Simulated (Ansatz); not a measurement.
Rb$_{3}$AsF$_{6}$ in space group Fm-3m (No. 225; Rb on 8c, Rb on 4b, As on 4a, F on 24e), r²SCAN in the plane-wave PAW code Ansatz. The conduction-band minimum lies at Γ, with 1 equivalent valley. Second derivatives d²E/dk² of the lowest band at one valley (eV·Å²), along Cartesian directions:

```json
[
 {"direction": "[100]", "d²E/dk²": "3.505"},
 {"direction": "[010]", "d²E/dk²": "3.505"},
 {"direction": "[001]", "d²E/dk²": "3.505"},
 {"direction": "[110]", "d²E/dk²": "3.508"},
 {"direction": "[101]", "d²E/dk²": "3.508"},
 {"direction": "[011]", "d²E/dk²": "3.508"}
]
```

Problem. Find the principal effective masses, the density-of-states mass and the conductivity mass.

Solution. Off-diagonal terms follow from H_xy = H[110] − (H_xx + H_yy)/2, and m*/mₑ = 7.620 eV·Å² over each eigenvalue: 2.2, 2.2, 2.2. One valley's DOS mass (m₁m₂m₃)^(1/3) = 2.2, conductivity mass 3/(Σ 1/mᵢ) = 2.2 mₑ.

Problem. What effective density of states Nc follows at 300 K for parabolic valleys?

Solution. Nc = 2.509e19 × 1 × (2.2)^(3/2) ≈ 8.2e19 cm⁻³.

The workflow started from a Materials Project entry (that database holds measured and hypothetical structures alike); the Crystallography Open Database copy checked does not list it. Whether it is the stable phase at ambient conditions was not checked. Symmetry was held in the r²SCAN relaxation; whether a distortion lowers the energy is not shown. Scalar-relativistic: spin–orbit coupling is off unless named, which matters more the heavier the elements.

Potentials: the later of the program's two PAW sets.

Edges and masses are those of Kohn–Sham bands, whose gap is no quasiparticle gap.
